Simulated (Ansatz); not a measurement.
## Relaxing a structure of SiS2

The start is a generated trial cell of SiS2 in the fluorite structure type. Cell shape, volume and atoms are optimised at zero target pressure with r2SCAN (plane waves to 500 eV, PAW, scalar-relativistic; Ansatz, an electronic-structure program). First-step values are on the input's coarse k-mesh.

Ansatz input (later rounds restart from its end on a renewed k-mesh):
Ansatz 0.2 input:
```yaml
crystal:
  lattice:
    - [0, 2.738883, 2.738883]
    - [2.738883, 0, 2.738883]
    - [2.738883, 2.738883, 0]
  atoms:
    - { symbol: Si, position: [0, 0, 0] }
    - { symbol: S, position: [0.25, 0.25, 0.25] }
    - { symbol: S, position: [0.75, 0.75, 0.75] }
basis: { ecutwfc: 500, ecutrho_ratio: 4, xc_grid: 4, fft_grid_basis: typed }
kpoints: { mp_grid: { grid: [7, 7, 7] } }
hamiltonian:
  xc: r2scan
  dispersion: none
  pseudopotentials: { kind: paw }
scf: { occupations: { method: fermi_dirac, width: 0.05 } }
relax: { f_tol: 0.01, max_steps: 100, cell: { stress_tol: 0.02 } }
output: { forces: true, stress: true }
```

| Property | Value |
|---|---|
| Outcome | The space group stays Fm-3m (No. 225) (the run could not lower it); the end is fluorite type, with 3 atoms in the primitive cell |
| Energy released | 0.24 eV/atom |
| Volume change | +25.3 %, from 13.70 to 17.16 Å³/atom |
| Shortest distances (start → end) | The closest pairs of elements (up to four, under 3.6 Å), start → end: S–Si 2.37 → 2.56 Å; S–S 2.74 → 2.95 Å |
| Band gap at the end | zero (metallic) |
| Optimiser moves | 7 |

Relaxed structure:

Space group Fm-3m (No. 225); a = b = c = 5.9055 Å, α = β = γ = 90.00°

```json
[
 {"atom": "Si", "site": "4a", "symmetry": "m-3m", "x": "0.0000", "y": "0.0000", "z": "0.0000"},
 {"atom": "S", "site": "8c", "symmetry": "-43m", "x": "0.2500", "y": "0.2500", "z": "0.2500"}
]
```
(The calculation used a cell of 3 atoms; values per cell refer to that cell.)

Final values are on a 14×14×14 k-mesh of the relaxed cell. No spin polarisation in the result.

The run could not lower the symmetry of its start; a shaken copy of this end point relaxes with r2SCAN to C2/m (No. 12), 1.24 eV/atom lower.

The relaxed structure here is a generated cell of SiS2: the first start was made by placing the elements on the sites of a structure type, and the end was not matched to a known phase here, so it may be hypothetical.
